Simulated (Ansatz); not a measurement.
## Structures of Li2Ta: which is lowest?

Plane-wave DFT in Ansatz with scalar-relativistic PAW potentials, cutoff 420 eV, Γ-centred meshes chosen by cell and gap, Gaussian smearing with energies taken to zero width. Every cell was relaxed (cell and atoms) in a run of its own, within the symmetry of its start. Functional: PBE.

Relaxed structures (starts from databases or built by putting these elements on another compound's sites):
A. I4/mmm, 3 atoms in the computed cell, a = 2.738 Å, c = 13.739 Å; sites (symmetry × multiplicity) Li 4mm × 4, Ta 4/mmm × 2; start: built
B. P6/mmm, 3 atoms in the computed cell, a = 3.145 Å, c = 4.859 Å; sites (symmetry × multiplicity) Li -6m2 × 2, Ta 6/mmm × 1; start: built

**Question.** Rank them by energy. Could pressure change the order?

**Answer.**
| structure | group | E − E(lowest) (meV/atom) | V (Å³/atom) | gap on mesh (eV) |
| --- | --- | --- | --- | --- |
| A | I4/mmm | 0.0 | 17.17 | 0.00 |
| B | P6/mmm | 489 | 13.87 | 0.00 |

A is lowest, 489 meV/atom under B. B is denser by 3.29 Å³/atom, so pressure favours it: ΔE/ΔV, with ΔE in eV and 1 eV/Å³ = 160.2 GPa, gives about 24 GPa for equal enthalpy if both cells were rigid; at such pressures compression changes ΔV much, so this is a scale only. Other structures may lie lower than all of these, and vibrations aren't counted.

Spin-orbit coupling is left out, which matters for the bands of heavy elements.